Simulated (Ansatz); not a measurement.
Relaxed candidate structures of Cd:

A. P6₃/mmc (No. 194), hP2, hcp (Mg type); a = 2.946 Å, b = 2.946 Å, c = 5.603 Å, α = 90.00°, β = 90.00°, γ = 120.00°; Cd 2d (0.667, 0.333, 0.250)

B. Fd-3m, origin choice 1 (No. 227), cF24; a = 8.0701 Å, b = 8.0701 Å, c = 8.0701 Å, α = 90.00°, β = 90.00°, γ = 90.00°; Cd 8b (0.500, 0.500, 0.500); Cd 16c (0.125, 0.125, 0.125)

C. I4₁/amd, origin choice 1 (No. 141), tI4; a = 5.724 Å, b = 5.724 Å, c = 2.875 Å, α = 90.00°, β = 90.00°, γ = 90.00°; Cd 4a (0.000, 0.000, 0.000)

### Question
Order them by energy per atom (lowest first) at the level PBEsol (plane waves to 420 eV, PAW, scalar-relativistic; Ansatz, an electronic-structure program).

### Answer
A (reference, the lowest among the structures calculated here), B (+0.11 eV/atom), C (+0.15 eV/atom)

Each run could gain symmetry but not lose that of its start, so entries can be saddle points. From databases, or of a type measured for this composition: P6₃/mmc, hP2, hcp (Mg type); the others are generated cells (placed on structure types, drawn at random, substituted or restacked) that were not matched to a known phase here. Energies are at zero temperature and pressure, without zero-point motion. The runs use different k-meshes, so differences are rounded accordingly. No spin polarisation in the result.
